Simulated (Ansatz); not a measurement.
## Property card for GeCl$_{2}$

The calculation used Ansatz, DFT PBE, scalar-relativistic, plane waves, PAW.

Cutoff 420 eV; k points 6×6×8 on the computed 9-atom cell (Γ-centred); Gaussian smearing, width 0.10 eV; no spin polarisation.

The structure is relaxed at this level of theory with its symmetry kept, and needn't be the ground state of this composition.

Space group Cmmm (No. 65), orthorhombic, a = 9.941 Å, b = 10.256 Å, c = 5.051 Å. Around Ge on a site of symmetry mmm lie 4 Cl at 2.99 Å and 4 Cl at 3.57 Å; Ge on a site of symmetry 2/m has 4 Cl at 2.53–2.56 Å and 2 Cl at 2.71 Å; around Cl on a site of symmetry 2mm lie 2 Ge at 2.71 Å, 2 Ge at 2.99 Å and 1 Cl at 3.19 Å; Cl on a site of symmetry m2m has 2 Ge at 2.56 Å; Cl on a site of symmetry 2/m is surrounded by 2 Ge at 2.53 Å.

| Item | Value |
| --- | --- |
| Volume per atom | 28.61 Å³ |
| Formation energy from the elements' standard states (uncorrected) | -0.574 eV/atom |
| Kohn–Sham band gap | none (metal) |
| Density of states at the Fermi level | 1.9 states/eV per cell |
| Orbital (Löwdin) character within 0.5 eV of the Fermi level | Ge 4p 69 %, Cl 3p 21 % |
| Bader charge by site (e) | Ge (1 in the cell) 1.12, Ge (2 in the cell) 1.19, Cl (2 in the cell) -0.57, Cl (2 in the cell) -0.59, Cl (2 in the cell) -0.59 |

The cell was found from a structure generator's guess, not taken from experiment. Löwdin shares on free-atom orbitals overweight diffuse shells.
